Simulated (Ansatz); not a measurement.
CdSe (wurtzite)

```
CELL_PARAMETERS angstrom
      4.38272     0.00000     0.00000
     -2.19136     3.79554     0.00000
      0.00000     0.00000     7.15447
ATOMIC_POSITIONS crystal
  Cd 0.66667 0.33333 0.00047
  Cd 0.33333 0.66667 0.50047
  Se 0.66667 0.33333 0.62473
  Se 0.33333 0.66667 0.12473
```

In this cell atom 4 (Se, nearest neighbour Cd at 2.682 Å; its periodic images, 4.4 Å or more away, move with it) is moved by s along Cartesian [111], unit vector (0.577, 0.577, 0.577); all other atoms and the cell stay fixed.

Level of theory: PBE (plane waves to 420 eV, PAW, scalar-relativistic; Ansatz, a first-principles code). k mesh 7×7×4 (Γ-centred), Fermi-Dirac smearing 0.05 eV. Energies are smeared free energies. Left out: 1 of 11 points, with atoms too close for the PAW data. CdSe was relaxed with its symmetry unable to fall. ΔE is measured from the undisplaced structure.

```tsv
s (Å)	ΔE (meV/cell)
-0.640	withheld
-0.480	904
-0.320	340
-0.160	73
0.000	0
0.160	58
0.320	209
0.480	427
0.640	691
0.800	979
```

Question: Fit a polynomial form (powers 2, 3, 4) to the given rows and predict ΔE at s = -0.640.

Answer: Least squares on the 9 given rows: ΔE = (2674)·s² + (-2134)·s³ + (886.5)·s⁴, in meV/cell with s in Å; root-mean-square residual 5.7 meV/cell. At -0.640 the fit gives 1803 meV/cell; the calculation gives 1938 meV/cell, so the extrapolation is off by -135 (-7.0 %). The quadratic term alone would give 1095 meV/cell.

(A displaced cell: forces are minus the slopes of the energy, force constants its curvatures, and phonons follow from these.)
